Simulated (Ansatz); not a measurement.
Polymorphs of ZrB₂, each relaxed with the program Ansatz at the r²SCAN level (PAW):

A: MoSi2 or CaC2 type (I4/mmm)
a = 3.485 Å, b = 3.485 Å, c = 6.307 Å, α = 90.00°, β = 90.00°, γ = 90.00°

```
atom  site  symmetry       x       y       z
----  ----  --------  ------  ------  ------
Zr      2a     4/mmm  0.0000  0.0000  0.0000
B       4e       4mm  0.0000  0.0000  0.3774
```

B: P6/mmm
a = 3.1672 Å, b = 3.1672 Å, c = 3.5516 Å, α = 90.00°, β = 90.00°, γ = 120.00°

| atom | site | symmetry | x | y | z |
|---|---|---|---|---|---|
| Zr | 1a | 6/mmm | 0.0000 | 0.0000 | 0.0000 |
| B | 2d | -6m2 | 0.3333 | 0.6667 | 0.5000 |

Question: Put the candidates in order of energy per atom at 0 K, lowest first, for r²SCAN.

Answer: B (+0 meV/atom), A (+1109 meV/atom)

Constructed cells (a structure type filled with these elements, in neither database checked): A. Not the usual ambient phase: A. All cells were relaxed under the symmetry of their starts (and spin orders); stability against distortions was not tested throughout. Rows with no word on spin ran without spin polarisation. Spin–orbit coupling is left out wherever it is not named.

Energies hold the estimated change up to a 700 eV cutoff; steps of a few meV lie near the error of the meshes.

Potentials: the later of the program's two PAW sets.
